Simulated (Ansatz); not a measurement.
Co₂C in space group Pnnm (No. 58; Co on 4g, C on 2a) under volume change, LDA (plane waves, PAW; program Ansatz), shape and atoms relaxed at each volume.

```
V (Å³/atom)  E − E(relaxed) (meV/atom)  P (GPa)
-----------  -------------------------  -------
7.782                             80.5    36.58
8.039                             33.7    22.28
8.296                              7.9    10.19
8.552                              0.0     0.00
8.809                              7.1    -8.57
9.065                             26.7   -15.69
9.322                             56.6   -21.54
```

**Question.** What does a third-order Birch–Murnaghan fit give for V₀, B₀ and B′?

**Answer.** V₀ = 8.55 Å³/atom, B₀ = 309 GPa, B′ = 4.8.

The first step of the workflow began from a Materials Project structure, measured or hypothetical; the Crystallography Open Database files this formula in space group No. 58, but the cells were not matched. Whether it is the stable phase at ambient conditions was not checked. The LDA relaxation kept the symmetry of its start; its stability against distortions is not shown here. No spin polarisation was allowed.

Potentials: the later of the program's two PAW sets.
